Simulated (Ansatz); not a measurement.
The calculation used DFT PBE, scalar-relativistic, plane waves, PAW (Ansatz 0.2.0). Cutoff 420 eV, Γ-centred 12×12×1 mesh (12-atom cell), Gaussian smearing of 0.02 eV, no spin polarisation.

Energies over the elements count from the elements' standard structures at the same level, with no fitted energy shifts. The references include grey tin.

Q: Find a candidate trigonal semiconductor made of Hf, S and Sn, with a gap near 1.2 eV, a formation energy near −1.28 eV/atom and a density near 4.7 g/cm³, in a cell of 12 atoms.

A: Hf3SnS8, space group P3m1 (No. 156). Hf on its first site is surrounded by 6 S at 2.56 Å; Hf on its second site has 6 S at 2.56 Å; Sn has 6 S at 2.59 Å; S on its first site is surrounded by 3 Hf at 2.56 Å; 8 more sites not described.

Space group P3m1 (No. 156). a = 3.664 Å, b = 3.664 Å, c = 27.754 Å, α = 90.00°, β = 90.00°, γ = 120.00°
```csv
atom,site,symmetry,x,y,z
Hf,1b,3m.,0.3333,0.6667,0.3128
Hf,1c,3m.,0.6667,0.3333,0.0639
Hf,1c,3m.,0.6667,0.3333,0.5618
Sn,1b,3m.,0.3333,0.6667,0.8116
S,1c,3m.,0.6667,0.3333,0.3647
S,1c,3m.,0.6667,0.3333,0.8653
S,1b,3m.,0.3333,0.6667,0.1158
S,1b,3m.,0.3333,0.6667,0.6137
S,1a,3m.,0.0000,0.0000,0.0120
S,1a,3m.,0.0000,0.0000,0.5098
S,1a,3m.,0.0000,0.0000,0.2609
S,1a,3m.,0.0000,0.0000,0.7579
```

The volume per atom is 26.9 Å³ and the density is 4.7 g/cm³. The energy over the elements is −1.278 eV/atom. The gap on the 12×12×1 mesh of the 12-atom cell is 1.21 eV.

The structure comes from a generated guess, relaxed at this level; another structure or a mixture of phases may lie lower. Other answers may fit too; this one was computed.

Weakly bound directions are ill-defined at this level, which has no dispersion term. Spin–orbit coupling, which can matter for Hf, is left out. Kohn–Sham gaps at this level usually fall short of measured ones. The reference form of S is held partly by dispersion forces, which this level lacks. A structure relaxed within its symmetry needn't be a true minimum.
